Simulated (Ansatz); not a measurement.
TiS in space group P-6m2 (No. 187; Ti on 1e, S on 1b) at seven volumes, the program Ansatz at the LDA level (PAW), shape and atoms relaxed at each. One row is withheld.

```csv
V (Å³/atom),P (GPa)
12.707,?
13.126,11.59
13.545,5.34
13.963,0.00
14.382,-4.57
14.801,-8.47
15.220,-11.79
```

Task: Fit the shown pressures and predict the withheld one.

Result: P = (3/2)B₀(x^(7/2) − x^(5/2))[1 + (3/4)(B′ − 4)(x − 1)] with x = (V₀/V)^(2/3). Least squares on the six rows gives V₀ = 13.963 Å³/atom, B₀ = 164 GPa, B′ = 4.27. At V = 12.707, x = 1.0649 and P = 18.91 GPa. The run itself gave 18.92 GPa.

The first step of the workflow began from a Materials Project structure, measured or hypothetical; the Crystallography Open Database copy checked does not list it. COD files the formula under space group No. 166, 194, so this cell is another polymorph or a model. Its standing as an ambient phase is unchecked. The LDA relaxation kept the symmetry of its start; of distortions, only those at the zone centre were tested. No spin polarisation was allowed.

Potentials: the later of the program's two PAW sets.
